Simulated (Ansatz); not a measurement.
Density of states of a Bi₄PbS₇ cell (a random packing of atoms, relaxed), per eV and atom, broadened by Gaussian smearing of width 0.1 eV and averaged over bins of 0.4 eV, from 8 eV under the Fermi level at most up to where the solved bands end.

Computed with DFT r2SCAN, scalar-relativistic, plane waves, PAW (Ansatz).

Plane waves to 500 eV, a k mesh through Γ of 3×3×4 on the computed 12-atom cell and Gaussian smearing (0.10 eV); no spin polarisation.

```xyz
12
Lattice="7.0634 0.8108 0.7496 0.7935 7.3856 1.1883 0.6934 1.1034 7.5694" Properties=species:S:1:pos:R:3 pbc="T T T"
Bi    0.7346    2.6644    3.3996
Bi    4.0606    2.8291    1.2863
Bi    6.6052    7.3525    6.9264
Bi    2.9912    7.0723    5.6609
Pb    1.8037    2.6539    7.6872
S     4.2547    7.8172    7.7582
S     5.6067    1.0399    3.2570
S     3.5989    4.3944    6.5263
S     2.5875    4.3332    2.8572
S     7.2147    2.2790    6.6209
S     6.2349    4.2606    1.3832
S     5.4244    6.5872    4.4950
```

```csv
E − E_F (eV),total,S 3p,Bi 6p,Pb 6p,S 3s
-7.85,0.001,0.000,0.000,0.000,0.000
-7.45,0.000,0.000,0.000,0.000,0.000
-7.05,0.000,0.000,0.000,0.000,0.000
-6.65,0.000,0.000,0.000,0.000,0.000
-6.25,0.000,0.000,0.000,0.000,0.000
-5.85,0.383,0.273,0.072,0.006,0.024
-5.45,0.432,0.280,0.117,0.009,0.014
-5.05,0.506,0.340,0.123,0.016,0.013
-4.65,0.477,0.302,0.127,0.025,0.010
-4.25,0.723,0.464,0.199,0.025,0.017
-3.85,0.782,0.535,0.182,0.027,0.016
-3.45,0.739,0.508,0.169,0.022,0.015
-3.05,0.591,0.421,0.112,0.018,0.013
-2.65,0.797,0.591,0.119,0.035,0.014
-2.25,0.901,0.702,0.108,0.033,0.012
-1.85,0.924,0.768,0.079,0.024,0.008
-1.45,0.879,0.741,0.059,0.019,0.005
-1.05,0.198,0.174,0.010,0.003,0.001
-0.65,0.221,0.079,0.116,0.004,0.005
-0.25,0.196,0.075,0.098,0.004,0.004
0.15,0.079,0.024,0.041,0.005,0.004
0.55,0.336,0.101,0.177,0.021,0.016
0.95,0.381,0.109,0.196,0.027,0.020
1.35,0.581,0.174,0.294,0.039,0.032
1.75,0.599,0.179,0.301,0.047,0.028
```

The columns after the total are the largest Löwdin projections on the valence shells of the potentials, so they needn't add up, and the weight of a shell that a potential lacks goes to other orbitals. The cell has a gap on the mesh of 0.52 eV.

The relaxation stopped before its thresholds.

The k mesh is coarse. Spin-orbit coupling is left out, which matters for the bands of heavy elements. An odd mesh misses points on the zone edge, so a gap read on it can be too wide.

Cost: 2 runs of about 29 core-minutes in all (earlier runs that led there not counted), on Arm Neoverse N1 (shared hosts).